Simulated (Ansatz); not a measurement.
WS₂ (2H-MoS2 type, space group P6_3/mmc)

```xyz
6
Lattice="3.1543 0.0000 0.0000 -1.5771 2.7317 0.0000 0.0000 0.0000 12.1409" Properties=species:S:1:pos:R:3 pbc="T T T"
W      0.0000     1.8211     3.0352
W      1.5771     0.9106     9.1056
S      0.0000     1.8211     7.5310
S      1.5771     0.9106     1.4605
S      1.5771     0.9106     4.6099
S      0.0000     1.8211    10.6803
```

Grid over V/V₀ and (c/a)/(c/a)₀, subscript 0 meaning the relaxed cell; the conventional c axis lies along z; no internal relaxation.

The numbers are results of PBE-D3(BJ) (plane waves to 420 eV, PAW, scalar-relativistic; Ansatz, an electronic-structure program), not measurements. k mesh 12×12×3 (Γ-centred), Fermi-Dirac smearing 0.05 eV. Compression counts positive. As the atoms are clamped, bonds stretch with the cell, which overstates energies and stresses. Spin-orbit coupling is left out, though W is heavy. The PAW data are Ansatz's earlier set. WS2 is run without spin polarisation. WS2 was relaxed with its symmetry unable to fall.

At one point of the scan the stress tensor (GPa) is:

```
    4.7      0.0      0.0
    0.0      4.7      0.0
    0.0      0.0      5.2
```

Problem. Which point is it?
A. V/V₀ = 1.000, (c/a)/(c/a)₀ = 0.947
B. V/V₀ = 0.973, (c/a)/(c/a)₀ = 0.920
C. V/V₀ = 0.920, (c/a)/(c/a)₀ = 1.027
D. V/V₀ = 0.973, (c/a)/(c/a)₀ = 1.000

Solution. D, V/V₀ = 0.973, (c/a)/(c/a)₀ = 1.000

(A scan under strain: stresses follow from slopes of the energy per volume, elastic moduli from its curvatures.)
